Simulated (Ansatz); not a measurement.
A relaxed structure of Cr2N. Level of theory: PBEsol (plane waves to 420 eV, PAW, scalar-relativistic; Ansatz, a quantum-chemistry and plane-wave program).

```
CELL_PARAMETERS angstrom
      4.71882     0.00000     0.00000
     -2.35941     4.08662     0.00000
      0.00000     0.00000     4.35893
ATOMIC_POSITIONS crystal
  Cr 0.32629 0.00000 0.25329
  Cr 0.00000 0.32629 0.25329
  Cr 0.67371 0.67371 0.25329
  Cr 0.00000 0.67371 0.74671
  Cr 0.67371 0.00000 0.74671
  Cr 0.32629 0.32629 0.74671
  N  0.33333 0.66667 0.50000
  N  0.66667 0.33333 0.50000
  N  0.00000 0.00000 0.00000
```

**Question.** Determine the symmetry and give the standard cell with its independent sites.

**Answer.** Space group P-31m (No. 162); a = 4.719 Å, b = 4.719 Å, c = 4.359 Å, α = 90.00°, β = 90.00°, γ = 120.00°

| atom | site | symmetry | x | y | z |
|---|---|---|---|---|---|
| Cr | 6k | ..m | 0.3263 | 0.3263 | 0.7467 |
| N | 2d | 3.2 | 0.3333 | 0.6667 | 0.5000 |
| N | 1a | -3.m | 0.0000 | 0.0000 | 0.0000 |

This is the AFLOW prototype AB2_hP9_162_ad_k (as in V2N).

**Question.** Give the shortest distances between elements (the closest pairs, up to four, under 3.6 Å).

**Answer.** Cr–N 1.89 Å; Cr–Cr 2.65 Å; N–N 2.72 Å.

```json
{
 "volume_per_atom": "9.34 Å³",
 "band_gap": "no gap (metallic)",
 "magnetic_moment": "zero (the starting moments vanished)"
}
```

No spin polarisation in the result: the starting moments vanished. The relaxed primitive cell holds an odd number of electrons. A magnetic state may lie lower.

The run could not lose the symmetry of its start; a randomly shaken copy of 9 atoms returns to this structure.
